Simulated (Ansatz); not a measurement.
Relaxed-ion elastic tensor of AlAs (zinc blende, F-43m) in GPa (Voigt order), DFT-LDA in the program Ansatz with PAW potentials; density 3.79 g/cm³, 22.30 Å³ per atom.

```tsv
	1	2	3	4	5	6
1	113	57.0	57.0	0.0	0.0	0.0
2	57.0	113	57.0	0.0	0.0	0.0
3	57.0	57.0	113	0.0	0.0	0.0
4	0.0	0.0	0.0	53.8	0.0	0.0
5	0.0	0.0	0.0	0.0	53.8	0.0
6	0.0	0.0	0.0	0.0	0.0	53.8
```

Problem. Is the crystal mechanically stable?

Solution. Yes: the smallest eigenvalue of C is 53.8 GPa.

Problem. Work out the Voigt, Reuss and Hill averages.

Solution. K_V = 75.6, K_R = 75.6, K_H = 75.6; G_V = 43.4, G_R = 39.1, G_H = 41.3 GPa.

Problem. Give Young's modulus, Poisson's ratio, Pugh's ratio and the universal anisotropy index.

Solution. E = 9KG/(3K + G) = 105 GPa; ν = 0.27; K/G = 1.83 (near the Pugh limit of 1.75, no verdict); A_U = 5G_V/G_R + K_V/K_R − 6 = 0.54.

Problem. Estimate the sound speeds and the Debye temperature.

Solution. v_l = √((K + 4G/3)/ρ) = 5870 m/s, v_t = √(G/ρ) = 3300 m/s, mean 3670 m/s; Θ = (h/k)(3n/4πV)^(1/3) v_m = 388 K.

Problem. Give the Zener ratio and Young's modulus along [100], [110] and [111].

Solution. A = 2C44/(C11 − C12) = 1.94; 1/E = S11 − 2(S11 − S12 − S44/2)Γ with Γ = 0, 1/4, 1/3 gives 74.2, 110, 130 GPa.

Problem. Solve the Christoffel equation for the three sound speeds along [100], [110], [111].

Solution. Eigenvalues of C_ijkl n_j n_l equal ρv² (piezoelectric stiffening left out). In km/s, slowest first: [100] 3.77, 3.77, 5.45; [110] 2.70, 3.77, 6.04; [111] 3.10, 3.10, 6.23.

The LDA relaxation kept the symmetry of its start; phonons on a q-mesh show no instability.

Potentials: the later of the program's two PAW sets.
